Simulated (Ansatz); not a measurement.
# Several inputs for SiO2

Cell: an entry of the Crystallography Open Database (COD) (listed for 0.7 GPa), atoms as given.

```cif
data_SiO2
_symmetry_space_group_name_H-M 'P4_12_12'
_symmetry_Int_Tables_number 92
_cell_length_a 4.9028
_cell_length_b 4.9028
_cell_length_c 6.7782
_cell_angle_alpha 90.000
_cell_angle_beta 90.000
_cell_angle_gamma 90.000
loop_
_atom_site_label
_atom_site_type_symbol
_atom_site_symmetry_multiplicity
_atom_site_Wyckoff_symbol
_atom_site_fract_x
_atom_site_fract_y
_atom_site_fract_z
Si Si 4 a 0.3086 0.3086 0.0000
O O 8 b 0.2364 0.1198 0.1870
```

One atom of each set is listed.

Reference run. The numbers come from a DFT calculation in Ansatz (PBE, plane waves and PAW, scalar-relativistic, 420 eV cutoff, Γ-centred 5×5×4 k-points, Fermi–Dirac smearing 0.02 eV).

It gives V_zz (10²¹ V/m²) O 8.81 (η 0.19), Si -0.64 (η 0.84). Each of these runs changes the input as listed (caps on SCF iterations aside):

A. scf.n_extra_bands: not typed → 8; scf.initial_density.chi_scale: not typed → 0.0
B. basis.ecutwfc: not typed → 300 eV

(1) How does each run end, and how far do the gradients move?

## Answers

(1) 

| run | O V_zz (η) | Si V_zz (η) | largest change of a gradient tensor, all atoms | note |
| --- | --- | --- | --- | --- |
| A | 8.81 (0.19) | -0.64 (0.84) | 0.00 | converged |
| B | 8.41 (0.19) | -0.65 (0.85) | 0.40 | converged; cutoff below the recommended one |

Run B moves them most, on O (V_zz from 8.81 to 8.41).

On the reference run: The calculated pressure of 9 GPa (PBE) comes largely from the unrelaxed atoms: it is 2.3 GPa once they are relaxed in the same cell. The largest force is 0.5 eV/Å, so the atoms aren't at the calculated equilibrium and relaxing them would move these values.
